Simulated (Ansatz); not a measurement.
Hf2N (anti-rutile, space group No. 136) at seven volumes, the program Ansatz at the PBEsol level (PAW), shape and atoms relaxed at each. One row is withheld.

| V (Å³/atom) | P (GPa) |
|---|---|
| 13.723 | 23.52 |
| 14.175 | 14.44 |
| 14.628 | 6.67 |
| 15.080 | 0.00 |
| 15.532 | -5.70 |
| 15.985 | -10.57 |
| 16.437 | ? |

Task: Fit the shown pressures and predict the withheld one.

Result: P = (3/2)B₀(x^(7/2) − x^(5/2))[1 + (3/4)(B′ − 4)(x − 1)] with x = (V₀/V)^(2/3). Least squares on the six rows gives V₀ = 15.081 Å³/atom, B₀ = 205 GPa, B′ = 4.15. At V = 16.437, x = 0.9442 and P = -14.77 GPa. The run itself gave -14.70 GPa.

Space group P4_2/mnm (anti-rutile). The workflow started from a Materials Project entry (that database holds measured and hypothetical structures alike); the Crystallography Open Database copy checked does not list it. Its standing as an ambient phase is unchecked. Symmetry was held in the PBEsol relaxation; of distortions, only those at the zone centre were tested. No spin polarisation was allowed. Scalar-relativistic: spin–orbit coupling is off unless named, which matters more the heavier the elements.

Potentials: the later of the program's two PAW sets.
